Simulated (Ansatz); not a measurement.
# Property card for two-dimensional PbS

PbS:
```xyz
4
Lattice="4.2157 0.0000 0.0000 0.0000 4.2157 0.0000 0.0000 0.0000 32.0000" Properties=species:S:1:pos:R:3 pbc="T T F"
Pb     0.0000     2.1079    14.5619
S      0.0000     2.1079    17.2199
Pb     2.1079     0.0000    17.4381
S      2.1079     0.0000    14.7801
```
Free-standing layer in the xy plane with vacuum along z and no interaction between images.

Method: r²SCAN+D4 in the plane-wave PAW code Ansatz. Lattice and atoms are relaxed at this level; other levels are named.

### Structure

| Property | Result |
|---|---|
| In-plane lattice | a = 4.216 Å |
| Distance between the outermost nuclei | 2.88 Å |
| Exfoliation energy from the relaxed bulk parent | 24 meV/Å² |

### Electronic structure

| Property | Result |
|---|---|
| Band gap | 2.13 eV (nearly direct: the direct gap is 2.13 eV) |
| Valence-band maximum | on the Γ–X line, 81 % of the way from Γ |
| Conduction-band minimum | on the Γ–X line, 84 % of the way from Γ |
| Ionisation potential (Kohn–Sham) | 4.63 eV |
| Electron affinity (Kohn–Sham) | 2.50 eV |
| Electron effective mass, in the valley on the Γ–X line, 84 % of the way from Γ | 0.16 along x, 0.19 along y (mₑ) |
| Hole effective mass, in the valley on the Γ–X line, 81 % of the way from Γ | 0.15 along x, 0.27 along y (mₑ) |
| Electron effective mass with spin–orbit coupling, in the valley on the Γ–X line, 82 % of the way from Γ | 0.14 along x, 0.22 along y (mₑ) |
| Hole effective mass with spin–orbit coupling, in the valley on the Γ–X line, 81 % of the way from Γ | 0.15 along x, 0.25 along y (mₑ) |
| Gap with spin–orbit coupling | 1.66 eV |
| HSE06 gap on the r²SCAN+D4 cell | 2.39 eV |
| HSE06 gap with spin–orbit coupling on the r²SCAN+D4 cell | 1.94 eV |
| HSE06 ionisation potential | 4.82 eV |

### Charges

| Property | Value |
|---|---|
| Bader charges | Pb +1.03, S -1.03 e |

Space group P4/nmm (square). The layer was cut from a bulk entry of the Materials Project (measured or hypothetical); whether that bulk phase is the ambient one, and whether the layer has been isolated, was not checked. Symmetry was held in the r²SCAN+D4 relaxation; its stability against distortions is not shown here. Scalar-relativistic: spin–orbit coupling is off unless named, which matters more the heavier the elements.

Potentials: the earlier of the program's two PAW sets. The files were generated under PBE; for other functionals the program regenerates the frozen cores, and for LDA and PBEsol the local potential too.
